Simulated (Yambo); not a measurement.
## Si: sweep of GW parameters

G0W0@LDA for Si (diamond, space group Fd-3m, No. 227) in Yambo. Reference settings: 4×4×4 Γ-centred k mesh, 148 bands and a 14 Ry block in the screening, 148 bands in G with the Bruneval-Gonze terminator, plasmon pole fitted at 27.2 eV. The LDA gap Γ → X on this mesh is 0.58 eV; G0W0 gaps are taken between the same points.

| change from the reference | G0W0 gap Γ → X (eV) | shift of the valence edge (eV) | rough Yambo cost |
|---|---|---|---|
| reference settings | 1.35 | -0.78 | 1 |
| wavefunctions cut at 20 Ry | 1.35 | -0.78 | within a factor of two |
| wavefunctions cut at 10 Ry | 1.34 | -0.75 | within a factor of two |
| exchange cut at 20 Ry | 1.35 | -0.78 | – |
| 23 bands in W, 23 bands in G, 8 Ry block | 1.26 | -0.35 | about 1/10 |
| 2 Ry block | 1.01 | -0.27 | about 1/10 |
| 23 bands in W, 23 bands in G, 11 Ry block | 1.27 | -0.35 | about 1/9 |
| 76 bands in W, 76 bands in G, 8 Ry block | 1.31 | -0.67 | about 1/8 |
| 47 bands in W, 47 bands in G, 11 Ry block | 1.30 | -0.60 | about 1/7 |
| 112 bands in W, 112 bands in G, 11 Ry block | 1.33 | -0.74 | about 1/3 |
| 11 Ry block | 1.34 | -0.76 | about 1/3 |
| 6×6×6 mesh | 1.33 | -0.80 | about 4× |
| 23 bands in W, 23 bands in G, 5 Ry block, no terminator | 1.16 | -0.06 | about 1/30 |
| 76 bands in W, 76 bands in G, no terminator | 1.30 | -0.63 | about 1/2 |
| no terminator | 1.34 | -0.75 | within a factor of two |

The reference isn't shown to be the converged limit. Costs are rough (shared machines), scaled to the same edge states, and given only for runs that recompute the screening. The mesh misses a band edge: along a dense path the LDA gap is 0.45 eV against 0.58 eV on the mesh.

Geometry relaxed with LDA; primitive cell a = b = c = 3.815 Å, α = β = γ = 60.00°.

A shift is the quasiparticle energy of the state minus its LDA energy.
